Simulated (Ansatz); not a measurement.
Theory: Ansatz, DFT PBE, scalar-relativistic, plane waves, PAW, and for the lanthanide a 4f-in-core norm-conserving potential. Settings: cutoffs of 630 to 660 eV as the potentials ask, Γ-centred meshes spaced at most about 0.3 Å⁻¹, and about 0.25 Å⁻¹ or finer for metals (2π included), Gaussian smearing. No spin polarisation in the final relaxations.

Each of these unrelaxed guesses is relaxed in cell and atoms within its symmetry. A guess keeps its type if space group and coordination stay and the shape of the cell changes little (axis ratios within about 15 %, angles within 6°); the volume may change.

1. NdAgO4

```
Nd Ag O
1.0
     0.00000    3.42439    3.42439
     3.42439    0.00000    3.42439
     3.42439    3.42439    0.00000
Nd Ag O
1 1 4
Direct
  0.25000 0.25000 0.25000
  0.00000 0.00000 0.00000
  0.12392 0.62536 0.62536
  0.62536 0.12392 0.62536
  0.62536 0.62536 0.12392
  0.62536 0.62536 0.62536
```

2. Nd2Hf2F

```
Nd Hf F
1.0
     4.43163    0.00000    0.00000
     0.00000    4.43163    0.00000
     0.00000    0.00000    6.01138
Nd Hf F
2 2 1
Direct
  0.50000 0.50000 0.24000
  0.50000 0.50000 0.76000
  0.00000 0.50000 0.50000
  0.50000 0.00000 0.50000
  0.00000 0.00000 0.00000
```

3. Dy3Hf

```
Dy Hf
1.0
     6.37129    0.00000    0.00000
    -3.18565    5.51770    0.00000
     0.00000    0.00000    4.74365
Dy Hf
6 2
Direct
  0.83300 0.66600 0.25000
  0.16700 0.83300 0.75000
  0.33400 0.16700 0.25000
  0.16700 0.33400 0.75000
  0.83300 0.16700 0.25000
  0.66600 0.83300 0.75000
  0.33333 0.66667 0.25000
  0.66667 0.33333 0.75000
```

Q: Which keep their type?

A: Guesses 1 and 3 keep their type.

| guess | kept | start group | end group | V start (Å³/atom) | V end | b/a and c/a, end over start | nearest neighbours start | nearest neighbours end |
| --- | --- | --- | --- | --- | --- | --- | --- | --- |
| 1 | yes | F-43m | F-43m | 13.4 | 11.9 | 1.00, 1.00 | Ag 16, Nd 16, O 6 | Ag 16, Nd 16, O 6 |
| 2 | no | P4/mmm | P4/mmm | 23.6 | 27.4 | 1.00, 1.70 | F 16, Hf 4, Nd 5 | F 8, Hf 4, Nd 9 |
| 3 | yes | P6_3/mmc | P6_3/mmc | 20.8 | 28.6 | 1.00, 1.04 | Dy 12, Hf 12 | Dy 12, Hf 12 |

Neighbours count within 15 % of an atom's shortest distance; end groups are read at 0.02 Å (0.05 Å in metals).

These runs have no spin–orbit coupling, which can matter for Hf. A magnetic state wasn't ruled out in cells without spin, among them Nd2Hf2F P4/mmm, Dy3Hf P6_3/mmc. Cells relaxed within their symmetry can be saddle points.

The lanthanide is trivalent by construction, without f bands, f moments or other valences.
